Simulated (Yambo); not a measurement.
Yambo run on AgCl (space group Cmcm, No. 63). The wavefunctions are norm-conserving PBEsol (Quantum ESPRESSO, 82 Ry, scalar-relativistic) ones on a 4×4×4 mesh (26 occupied bands); a = 5.738 Å, b = 5.738 Å, c = 3.845 Å, α = 90.00°, β = 90.00°, γ = 142.44°.

Yambo input:

```
rim_cut
gw0
dyson
el_el_corr
HF_and_locXC
ppa
em1d
RandQpts= 1000000
RandGvec= 1 Ry
EXXRLvcs= 82 Ry
VXCRLvcs= 328 Ry
Chimod= "HARTREE"
% BndsRnXp
 9 | 99 |
%
NGsBlkXp= 6 Ry
% LongDrXp
 1.0 | 1.0 | 1.0 |
%
PPAPntXp= 27.2114 eV
% GbndRnge
 1 | 47 |
%
GTermKind= "none"
DysSolver= "n"
ExtendOut
% QPkrange
 1 | 1 | 26 | 27 |
 10 | 10 | 26 | 26 |
%
```

k points by index: 1 = Γ, 10 = (0.25, 0.25, 0).

Resulting energies as the program prints them:

```
#    K-point    Band    Eo [eV]    E [eV]    E-Eo [eV]    Vxc [eV]    Vnlxc [eV]    Sc|Eo [eV]    Sc|E [eV]    dSc/dw|Eo [eV]    Re(Z)    Im(Z)
#
    1    26    -1.529106    -1.849788    -0.320682    -21.33169    -26.92450    5.189237    5.272129    -7.030155    0.794686    -0.001501
    1    27    0.337960    1.519550    1.181590    -12.99339    -9.127846    -2.442491    -2.683952    -5.560375    0.830329    -0.001073
    10    26    0.000000    -0.136026    -0.136026    -21.11086    -25.95142    4.671155    4.704533    -6.671251    0.803105    -0.001238
```
(The two width columns are left out.) Convergence of these settings isn't established.

Spin-orbit coupling is not included.

Geometry relaxed with PBEsol.

This is not the ordinary phase of the substance; no match was found in the copy of COD used, and its stability was not checked.
